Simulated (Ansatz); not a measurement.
YSi (CsCl type, Pm-3m) under volume change, the program Ansatz at the PBE level (PAW), scaled uniformly.

```tsv
V (Å³/atom)	E − E(relaxed) (meV/atom)	P (GPa)
20.150	…	…
20.814	20.1	5.11
21.478	4.8	2.36
22.143	0.0	0.00
22.807	…	…
23.471	16.7	-3.84
24.136	35.8	-5.38
```

Q: Some entries are withheld; supply them.

A: 
- 20.150, E − E(relaxed) (meV/atom): 47.8
- 20.150, P (GPa): 8.33
- 22.807, E − E(relaxed) (meV/atom): 4.4
- 22.807, P (GPa): -2.05

Q: What does a third-order Birch–Murnaghan fit give for V₀, B₀ and B′?

A: V₀ = 22.14 Å³/atom, B₀ = 73.6 GPa, B′ = 3.9.

The cell is a constructed one: a structure type filled with these elements; neither database checked (COD, Materials Project) lists it. Whether it is the stable phase at ambient conditions was not checked. Symmetry was held in the PBE relaxation; whether a distortion lowers the energy is not shown. The run is not spin-polarised.

Potentials: the later of the program's two PAW sets.
